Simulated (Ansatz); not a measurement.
Consider the following.

TiAl₂:
```
CELL_PARAMETERS angstrom
      1.95003    -6.02684     0.00000
      1.95003     6.02684     0.00000
      0.00000     0.00000     3.97236
ATOMIC_POSITIONS crystal
  Ti 0.84374 0.15626 0.00000
  Ti 0.15626 0.84374 0.00000
  Al 0.50000 0.50000 0.00000
  Al 0.00000 0.00000 0.50000
  Al 0.67286 0.32714 0.50000
  Al 0.32714 0.67286 0.50000
```

This is the PBEsol-relaxed structure.

All from plane-wave PAW PBEsol (Ansatz code), unless another level is named. Estimate the density of states at the Fermi level.

0.38 states/eV per atom (mean over ±0.08 eV).

And the formation energy from the elements (no fitted shifts)?

-0.43 eV/atom.

Space group Cmmm. The workflow started from a Materials Project entry (that database holds measured and hypothetical structures alike); the Crystallography Open Database files this formula in space group No. 65, but the cells were not matched. Its standing as an ambient phase is unchecked. The PBEsol relaxation kept the symmetry of its start; its stability against distortions is not shown here. The run is not spin-polarised. The references are the lowest solids computed at this level, not always the standard phases.

Potentials: the later of the program's two PAW sets.
